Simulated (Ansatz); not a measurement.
**SrIn$_{5}$: a fit and a missing row**

SrIn$_{5}$, P6/mmm, a = 6.288 Å, c = 5.131 Å. The structure is a Materials Project entry; whether it is the stable form wasn't checked. Ansatz: r2SCAN, PAW, 500 eV, Γ-centred 6×6×8 mesh on 6 atoms, Gaussian smearing 0.10 eV; no spin polarisation. Shape and atoms are relaxed at each volume; pressure is positive in compression.

| V (Å³/atom) | P (GPa) |
| --- | --- |
| 27.528 | 2.82 |
| 28.406 | 1.30 |
| 29.285 | 0.02 |
| 30.163 | -1.04 |
| 31.042 | ? |

Take V0 = 29.285 Å³/atom, count pressures from its P0 = 0.02 GPa, fit the third-order Birch–Murnaghan form to the other rows, and predict the missing pressure.

With the Eulerian strain f = ½[(V0/V)^(2/3) − 1] and y = (P − P0)/[3f(1 + 2f)^(5/2)], the form is the line y = B0 + 1.5 B0 (B0′ − 4) f. Rows (f, y): 0.02106, 40.0; 0.01026, 39.5; -0.00975, 38.1. Means f = 0.007190, y = 39.200; Σ(Δf)² = 0.0004888, ΣΔfΔy = 0.03065; the slope is their ratio. y = 38.75 + 62.71 f GPa, so B0 = 38.8 GPa and B0′ = 4 + 2 × (62.71)/(3 × 38.75) = 5.08. At V = 31.042, f = -0.01905, y = 37.56 and P = -1.93 GPa. The run gave -1.93 GPa, the same to the digits shown. The form still works here, 33 % of the fitted range beyond its end.

Cost: 5 runs of about 12 core-minutes in all, on Arm Neoverse V1 (shared hosts).